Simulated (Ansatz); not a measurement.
PbS, a database entry at a rescaled volume

```
CELL_PARAMETERS angstrom
0.00000 2.97048 2.97048
2.97048 0.00000 2.97048
2.97048 2.97048 0.00000
ATOMIC_POSITIONS crystal
Pb 0.00000 0.00000 0.00000
S 0.50000 0.50000 0.50000
```

Single point in Ansatz 0.2.0 with a composed functional ({exchange: r2scan, correlation: pbe}), no spin polarisation. Cutoff 500 eV, PAW datasets, 7×7×7 Γ-centred k mesh, gaussian filling (width 0.1234 eV).

Band edges: Within 0.7 eV of the edges, the states project mainly on S p (64 %) and Pb s (23 %) below the gap and on Pb p (67 %) and S s (15 %) above it.
Electronic structure: The gap is 0.76 eV, direct at the points sampled.
Stress: The pressure is -0.3 GPa (compression positive), so with the atoms held at these fractions the cell is close to zero pressure.
Charges: Bader charges in e: Pb +1.12, S -1.12. In the mean Pb gives up most and S takes most.

Origin: a database entry at a rescaled volume. Caveats: no spin-orbit coupling, which can shift this gap by tenths of an eV; the mesh misses a band edge that the path finds.
